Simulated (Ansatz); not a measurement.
ZnSnN$_{2}$:
```yaml
crystal:
  lattice:
    - [1.58376, 0.91439, 5.15018]
    - [-1.58376, 0.91439, 5.15018]
    - [0.00000, -1.82877, 5.15018]
  atoms:
    - { symbol: Zn, position: [0.00000, 0.00000, 0.00000] }
    - { symbol: Sn, position: [0.50000, 0.50000, 0.50000] }
    - { symbol: N, position: [0.75356, 0.75356, 0.75356] }
    - { symbol: N, position: [0.24644, 0.24644, 0.24644] }
```

Relaxed with r²SCAN.

Map the valence electron density (e/Å³), cut off at 3 on the plane through (0.000, 0.000, 0.000) spanned by u = [1, -1, 0] and v = [1, 1, -1] in lattice vectors, from plane-wave PAW r²SCAN (Ansatz code).

x is the fraction of u, y of v (the angle between them is 90°; rows are the nearest grid lines); atoms in the plane: Zn at (0.00, 0.00), Sn at (0.00, 0.50), N at (0.50, 0.26), N at (0.50, 0.74).
```
y \ x   0.000  0.0625  0.188  0.250  0.375  0.438  0.562  0.625  0.750  0.812  0.938   1.00
------  -----  ------  -----  -----  -----  -----  -----  -----  -----  -----  -----  -----
1.00     3.00    3.00   2.03  0.651  0.161  0.121  0.121  0.161  0.651   2.03   3.00   3.00
0.938    3.00    3.00  0.985  0.459  0.208  0.194  0.194  0.208  0.459  0.985   3.00   3.00
0.844   0.297   0.289  0.313  0.416  0.924   1.24   1.24  0.924  0.416  0.313  0.289  0.297
0.781   0.143   0.162  0.375  0.700   2.50   3.00   3.00   2.50  0.700  0.375  0.162  0.143
0.688   0.249   0.263  0.446  0.723   2.13   2.92   2.92   2.13  0.723  0.446  0.263  0.249
0.625    1.32    1.15  0.566  0.553  0.786  0.928  0.928  0.786  0.553  0.566   1.15   1.32
0.531    3.00    3.00   3.00   1.14  0.287  0.230  0.230  0.287   1.14   3.00   3.00   3.00
0.469    3.00    3.00   3.00   1.14  0.287  0.230  0.230  0.287   1.14   3.00   3.00   3.00
0.375    1.32    1.15  0.566  0.553  0.786  0.928  0.928  0.786  0.553  0.566   1.15   1.32
0.312   0.249   0.263  0.446  0.723   2.13   2.92   2.92   2.13  0.723  0.446  0.263  0.249
0.219   0.143   0.162  0.375  0.700   2.50   3.00   3.00   2.50  0.700  0.375  0.162  0.143
0.156   0.297   0.289  0.313  0.416  0.924   1.24   1.24  0.924  0.416  0.313  0.289  0.297
0.0625   3.00    3.00  0.985  0.459  0.208  0.194  0.194  0.208  0.459  0.985   3.00   3.00
0.000    3.00    3.00   2.03  0.651  0.161  0.121  0.121  0.161  0.651   2.03   3.00   3.00
```

The density is the valence pseudo-density with augmentation charge, so density and ELF within about 1 Å of a nucleus are not all-electron values.

Space group R-3m. The start of the workflow was typed in or built on a structure type; neither database checked (COD, Materials Project) lists it. Whether it is the stable phase at ambient conditions was not checked. Symmetry was held in the r²SCAN relaxation; its stability against distortions is not shown here. Its formation energy is positive at this level, so the cell may be metastable or incomplete. Scalar-relativistic: spin–orbit coupling is off unless named, which matters more the heavier the elements.

Potentials: the earlier of the program's two PAW sets.
